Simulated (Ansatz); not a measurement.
MoRu:
```
CELL_PARAMETERS angstrom
      2.76465     0.00000     0.00000
      0.00000     2.76465     0.00000
      0.00000     0.00000     3.81566
ATOMIC_POSITIONS crystal
  Ru 0.00000 0.00000 0.00000
  Mo 0.50000 0.50000 0.50000
```

Relaxed with r²SCAN. Special points in fractions of this cell's reciprocal vectors: Γ (0.000, 0.000, 0.000); X (0.000, 0.500, 0.000); M (0.500, 0.500, 0.000); Z (0.000, 0.000, 0.500); R (0.000, 0.500, 0.500); A (0.500, 0.500, 0.500).

Q: List the band energies nearest the Fermi level at these points for r²SCAN in the plane-wave PAW code Ansatz.

A: In eV from the Fermi level; about four levels below and three above (degenerate sets whole), none deeper than 8.9 eV; … stands for higher levels left out; points with the same levels are listed once.

```
k                          below           above
-  -----------------------------  --------------
Γ        -5.44 -1.95 -1.95 -1.47  0.39 1.23 3.66
X        -2.44 -2.17 -1.09 -0.27     0.51 1.77 …
M        -6.04 -5.90 -5.41 -5.41  2.24 2.43 3.70
Z        -3.48 -1.04 -0.63 -0.63     0.33 0.73 …
R        -2.21 -2.13 -2.05 -1.23  1.24 1.50 2.24
A  -3.07 -3.07 -2.50 -2.50 -0.37  1.66 2.25 4.91
```

Space group P4/mmm (L1₀ or tetragonal B2). The start of the workflow was typed in or built on a structure type; neither database checked (COD, Materials Project) lists it. Whether it is the stable phase at ambient conditions was not checked. The r²SCAN relaxation kept the symmetry of its start; its stability against distortions is not shown here. The run is not spin-polarised. Spin–orbit coupling is left out wherever it is not named.

Potentials: the earlier of the program's two PAW sets.
